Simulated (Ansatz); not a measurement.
Relaxed-ion elastic tensor of TaCo (CsCl type, space group No. 221) in GPa (Voigt order), r²SCAN in the plane-wave PAW code Ansatz; density 13.76 g/cm³, 14.48 Å³ per atom.

|  | 1 | 2 | 3 | 4 | 5 | 6 |
|---|---|---|---|---|---|---|
| 1 | 335 | 163 | 163 | 0.0 | 0.0 | 0.0 |
| 2 | 163 | 335 | 163 | 0.0 | 0.0 | 0.0 |
| 3 | 163 | 163 | 335 | 0.0 | 0.0 | 0.0 |
| 4 | 0.0 | 0.0 | 0.0 | 107 | 0.0 | 0.0 |
| 5 | 0.0 | 0.0 | 0.0 | 0.0 | 107 | 0.0 |
| 6 | 0.0 | 0.0 | 0.0 | 0.0 | 0.0 | 107 |

**Question.** Is the crystal mechanically stable?

**Answer.** Yes: the smallest eigenvalue of C is 107 GPa.

**Question.** Work out the Voigt, Reuss and Hill averages.

**Answer.** K_V = 220, K_R = 220, K_H = 220; G_V = 98.7, G_R = 97.6, G_H = 98.1 GPa.

**Question.** Give Young's modulus, Poisson's ratio, Pugh's ratio and the universal anisotropy index.

**Answer.** E = 9KG/(3K + G) = 256 GPa; ν = 0.31; K/G = 2.24 (ductile by the Pugh limit of 1.75); A_U = 5G_V/G_R + K_V/K_R − 6 = 0.06.

**Question.** Estimate the sound speeds and the Debye temperature.

**Answer.** v_l = √((K + 4G/3)/ρ) = 5050 m/s, v_t = √(G/ρ) = 2670 m/s, mean 2990 m/s; Θ = (h/k)(3n/4πV)^(1/3) v_m = 365 K.

**Question.** Give the Zener ratio and Young's modulus along [100], [110] and [111].

**Answer.** A = 2C44/(C11 − C12) = 1.25; 1/E = S11 − 2(S11 − S12 − S44/2)Γ with Γ = 0, 1/4, 1/3 gives 228, 263, 277 GPa.

Space group Pm-3m (CsCl type). The first step of the workflow began from a Materials Project structure, measured or hypothetical; the Crystallography Open Database copy checked does not list it. With Ta and Co taken as one species the cell has the higher symmetry Im-3m, so it may be an ordered model of a mixed-site phase. Whether it is the stable phase at ambient conditions was not checked. The cell was relaxed with r²SCAN under the symmetry of its start; its stability against distortions is not shown here. The final state is ferromagnetic, chosen from 4 collinear starts compared on coarse meshes (ties went to the first, and starts can fall back to one state), not a proven ground state. Other orbital occupations within this spin state were not tried. As this level gives no gap, shear constants depend on the k-mesh and smearing (Fermi–Dirac, 0.1 eV here). Spin–orbit coupling is left out wherever it is not named.

Potentials: the later of the program's two PAW sets.
